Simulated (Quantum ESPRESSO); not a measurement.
pw.x input (Quantum ESPRESSO 7.5; PBEsol, PseudoDojo standard norm-conserving files, scalar-relativistic):

```
&CONTROL
  calculation = 'scf'
  pseudo_dir = './pseudo'
  outdir = './out'
  tprnfor = .true.
  tstress = .true.
/
&SYSTEM
  ibrav = 0
  nat = 3
  ntyp = 2
  ecutwfc = 100.0
  ecutrho = 400.0
  occupations = 'smearing'
  smearing = 'fd'
  degauss = 0.005
  nbnd = 38
/
&ELECTRONS
  conv_thr = 3e-10
/
ATOMIC_SPECIES
Ag 107.8682 Ag.upf
Lu 174.9668 Lu.upf
CELL_PARAMETERS angstrom
 -1.818935000000   1.818935000000   4.527465000000
  1.818935000000  -1.818935000000   4.527465000000
  1.818935000000   1.818935000000  -4.527465000000
ATOMIC_POSITIONS crystal
Ag   0.668390000000   0.668390000000  -0.000000000000
Ag   0.331610000000   0.331610000000   0.000000000000
Lu   0.000000000000   0.000000000000   0.000000000000
K_POINTS automatic
18 18 18 0 0 0
```

End of the output:

```
     total energy              =   -1112.58594830 Ry
     estimated scf accuracy    <       0.00000141 Ry
     total energy              =   -1112.58594846 Ry
     estimated scf accuracy    <       0.00000004 Ry
     total energy              =   -1112.58594848 Ry
     estimated scf accuracy    <          3.6E-09 Ry
[...]
     the Fermi energy is    17.2047 ev
!    total energy              =   -1112.58594848 Ry
     estimated scf accuracy    <          4.7E-11 Ry
     smearing contrib. (-TS)   =      -0.00121958 Ry
     internal energy E=F+TS    =   -1112.58472889 Ry
     The total energy is F=E-TS. E is the sum of the following terms:
     one-electron contribution =    -497.24203669 Ry
     hartree contribution      =     301.66546518 Ry
     xc contribution           =    -165.66989674 Ry
     ewald contribution        =    -751.33826064 Ry
     convergence has been achieved in  10 iterations
     Forces acting on atoms (cartesian axes, Ry/au):
     atom    1 type  1   force =     0.00000000    0.00000000    0.00159752
     atom    2 type  1   force =     0.00000000    0.00000000   -0.00159752
     atom    3 type  2   force =    -0.00000000   -0.00000000    0.00000000
     Total force =     0.002259     Total SCF correction =     0.000028
     Computing stress (Cartesian axis) and pressure
          total   stress  (Ry/bohr**3)                   (kbar)     P=      -22.28
  -0.00015246   0.00000000  -0.00000000          -22.43        0.00       -0.00
   0.00000000  -0.00015246  -0.00000000            0.00      -22.43       -0.00
   0.00000000   0.00000000  -0.00014947            0.00        0.00      -21.99
```

Spin-orbit coupling is not included.

Geometry of the Materials Project entry, not relaxed at this level.
